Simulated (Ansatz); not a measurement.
Input for Ansatz (plane-wave DFT, PAW):

```yaml
crystal:
  lattice:
    - [4.0081278314, 0.0, 0.0]
    - [0.0, 4.0081278314, 0.0]
    - [0.0, 0.0, 4.0081278314]
  atoms:
    - { symbol: Al, position: [0.0, 0.5, 0.5] }
    - { symbol: Al, position: [0.5, 0.0, 0.5] }
    - { symbol: Al, position: [0.5, 0.5, 0.0] }
    - { symbol: Cu, position: [0.0, 0.0, 0.0] }
basis:
  ecutwfc: 420
kpoints:
  mp_grid: { grid: [12, 12, 12] }
hamiltonian:
  xc: pbesol
scf:
  occupations: { method: gaussian, width: 0.1 }
output:
  forces: true
  stress: true
  eigenvalues: true
  write_density: true
  write_potential: true
  elf: true
  volumetric_format: npy
```

Launched with
```bash
ansatz run input.yaml --threads 1 --pin off --max-ram 1331MiB --backend cpu --events-out ev --progress --plain --runs-dir out
```

The calculation used DFT PBEsol, scalar-relativistic, plane waves, PAW (Ansatz 0.2.0).

Abridged output:

```
Pseudopotentials: kind: paw
Pseudopotential: Al, paw, valence charge 3, recommended cutoff 420 eV (normal)
Pseudopotential: Cu, paw, valence charge 19, recommended cutoff 420 eV (normal)
Functional definition: PBEsol
Crystal: 4 atoms, lattice volume = 64.391 Å³
Basis set: ecut = 420 eV, 1237 PW (Γ), exchange–correlation on 54×54×54 points (8 copies of the dense FFT grid, shifted against one another)
Bands: 18, of which v1, the nominal top of the filled ones, is band 14 counted from 1 (13 counted from 0)
Symmetry: 48 space group operations
Space group: Pm-3m (ITA 221), of the structure as read, at distance tolerance 4.0e-5 Å
k-points: 84 of 1728
Initial density: superposition of atomic densities (neutral atoms: chi_scale 0, normalization atom), corrected by the library's trained network
Initial wavefunctions: pseudopotential atomic-orbital guess
Functional: x = pbesol(κ = 0.804, μ = 0.12345679), c = pbesol(β = 0.046)
SCF iter   1: F=—  HF=-8162.418239 eV  |F-HF|=—  |Δ(HF+E_count)|=         —  Δρ=4.56e-3  dr2=6.20e-3  ethr=1.77e-3  ⟨swp⟩=5.9  Hψ=8009  notcnv=0
SCF iter   2: F=—  HF=-8162.416471 eV  |F-HF|=—  |Δ(HF+E_count)|=   1.77e-3  Δρ=1.02e-3  dr2=1.42e-3  ethr=2.22e-5  ⟨swp⟩=2.5  Hψ=3313  notcnv=0
SCF iter   3: F=—  HF=-8162.416266 eV  |F-HF|=—  |Δ(HF+E_count)|=   2.05e-4  Δρ=6.94e-4  dr2=4.97e-4  ethr=5.07e-6  ⟨swp⟩=1.0  Hψ=1495  notcnv=0
SCF iter   4: F=—  HF=-8162.416128 eV  |F-HF|=—  |Δ(HF+E_count)|=   1.38e-4  Δρ=1.00e-4  dr2=1.05e-5  ethr=1.78e-6  ⟨swp⟩=2.1  Hψ=2236  notcnv=0
SCF iter   5: F=—  HF=-8162.416131 eV  |F-HF|=—  |Δ(HF+E_count)|=   2.97e-6  Δρ=1.66e-5  dr2=4.20e-7  ethr=3.75e-8  ⟨swp⟩=2.3  Hψ=2286  notcnv=0
SCF iter   6: F=-8162.416131 eV  HF=-8162.416131 eV  |F-HF|=5.86e-9  |Δ(HF+E_count)|=   1.00e-7  Δρ=4.05e-6  dr2=1.11e-8  ethr=3.57e-10  ⟨swp⟩=9.0  Hψ=10245  notcnv=0
SCF 1 converged in 6 iterations: F = -8162.416131 eV  dr2 = 1.11e-8
SCF converged after 6 iterations
Free energy (F): -8162.416131 eV
Harris-Foulkes:  -8162.416131 eV  (|F-HF|=5.86e-9)
Internal energy: -8162.410397 eV  (E = F + TS)
E sigma→0 (E₀):  -8162.413264 eV
Entropy (-TS):   -0.005734 eV (-1.433 meV/atom)
Fermi energy:    9.116928 eV
--- Per-component energies (eV) ---
  E_band       = -470.238014
  E_kinetic    = 365.696082
  E_local      = -6128.420072  (includes V_loc(G=0)·N_el)
  E_nonlocal   = 422.211109
  E_hartree    = 2766.006383
  E_xc         = -205.615861
  E_vxc        = -200.780420  (∫ρ·V_xc dr)
  E_paw        = -2990.681200  (= ΣΔE_a)
  E_vpaw       = -460.963642  (= ΣTr[D̂ρ^β])
  E_aug_tail   = 0.000261  (compensation charges beyond the density's cutoff)
  E_ewald      = -2391.870719
  E_core_change = 0.263619  (= ΣΔE_core)
  E_smearing   = -0.005734  (= −TS)
--- Forces (eV/Å), atoms counted from 1 ---
  atom   1  Al     0.00000000     0.00000000     0.00000000
  atom   2  Al     0.00000000     0.00000000     0.00000000
  atom   3  Al     0.00000000     0.00000000     0.00000000
  atom   4  Cu     0.00000000     0.00000000     0.00000000
--- Stress (GPa, compression-positive) ---
       -7.346814       0.000000       0.000000
        0.000000      -7.346814       0.000000
        0.000000       0.000000      -7.346814
  P = ⅓ Tr σ = -7.3468 GPa (-73.468 kbar)
--- Band table (eV; the first three rows and the last of 84) ---
  k-point 0: bands = ["-103.6776", "-61.1983", "-61.1983", "-61.1983", "-1.5642", "5.1242", "5.1242", "5.8087", "5.8087", "5.8087", "6.8577", "6.8577", "6.8577", "8.6262", "9.3905", "9.3905", "15.1277", "15.1277"]
  k-point 1: bands = ["-103.6776", "-61.1983", "-61.1983", "-61.1983", "-1.5000", "4.9817", "5.1400", "5.7662", "5.7662", "5.8106", "6.3890", "6.9588", "6.9588", "8.8628", "9.4248", "9.9312", "14.3849", "14.3849"]
  k-point 2: bands = ["-103.6776", "-61.1984", "-61.1983", "-61.1983", "-1.3081", "4.3755", "5.1834", "5.6734", "5.6734", "5.8159", "5.9629", "7.2290", "7.2290", "9.0518", "9.5304", "11.2675", "13.2250", "13.2250"]
  k-point 83: bands = ["-103.6776", "-61.1984", "-61.1984", "-61.1984", "4.0646", "4.0646", "4.0646", "4.4454", "5.4026", "5.4026", "5.4026", "5.9944", "5.9944", "6.7843", "7.2329", "7.2329", "7.2329", "20.7654"]
```

The calculation finished and met its thresholds.